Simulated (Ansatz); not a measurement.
TiB2 (AlB2 type, space group P6/mmm)

```
TiB2
1.0
    3.03199     0.00000     0.00000
   -1.51599     2.62578     0.00000
    0.00000     0.00000     3.22437
Ti B
1 2
Direct
  0.00000   0.00000   0.00000
  0.33333   0.66667   0.50000
  0.66667   0.33333   0.50000
```

Scan: atom 1 (Ti, nearest neighbour B at 2.380 Å; its periodic images, 3.0 Å or more away, move with it) is displaced towards the nearest neighbour, direction (0.637, 0.368, -0.677) in Cartesian axes, by s. The other atoms stay.

Calculation: PBE (plane waves to 420 eV, PAW, scalar-relativistic; Ansatz, a first-principles code). k mesh 14×14×12 (Γ-centred), Fermi-Dirac smearing 0.05 eV. E stands for the smeared free energy. With partly filled bands, energies and forces of such displacements shift with the k mesh and the smearing. F∥ is the force on the atom along that direction. TiB2 is run without spin polarisation. TiB2 was relaxed with its symmetry unable to fall. The zero of ΔE is the undisplaced structure.

### Question
Predict the ΔE (eV/cell) and F∥ (eV/Å) at s (Å) = -0.240, -0.192, -0.096, -0.048, 0.048, 0.096, 0.144, 0.240.

### Answer
```
s (Å)   ΔE (eV/cell)  F∥ (eV/Å)
------  ------------  ---------
-0.240         0.424      3.649
-0.192         0.269      2.851
-0.096         0.066      1.386
-0.048         0.017      0.689
0.048          0.017     -0.689
0.096          0.066     -1.386
0.144          0.150     -2.102
0.240          0.424     -3.649
```

(A displaced cell: forces are minus the slopes of the energy, force constants its curvatures, and phonons follow from these.)
